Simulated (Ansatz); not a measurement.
IrC in space group P-6m2 (No. 187; Ir on 1a, C on 1d) at seven volumes, PBEsol (plane waves, PAW; program Ansatz), shape and atoms relaxed at each. One row is withheld.

```
V (Å³/atom)  P (GPa)
-----------  -------
9.473              ?
9.785          25.12
10.097         11.48
10.410          0.00
10.722         -9.73
11.034        -17.89
11.347        -24.68
```

**Question.** Fit the shown pressures and predict the withheld one.

**Answer.** Third-order Birch–Murnaghan: P = (3/2)B₀(x^(7/2) − x^(5/2))[1 + (3/4)(B′ − 4)(x − 1)] with x = (V₀/V)^(2/3). Least squares on the six rows gives V₀ = 10.409 Å³/atom, B₀ = 351.2 GPa, B′ = 4.74. At V = 9.473, x = 1.0648 and P = 41.40 GPa. The run itself gave 41.28 GPa.

The start of the workflow was typed in or built on a structure type; neither database checked (COD, Materials Project) lists it. Its standing as an ambient phase is unchecked. The PBEsol relaxation kept the symmetry of its start. At this level the phase is dynamically unstable (imaginary phonons). No spin polarisation was allowed. Its formation energy is positive at this level, so the cell may be metastable or incomplete. Spin–orbit coupling is left out wherever it is not named.

Potentials: the earlier of the program's two PAW sets. The files were generated under PBE; for other functionals the program regenerates the frozen cores, and for LDA and PBEsol the local potential too.
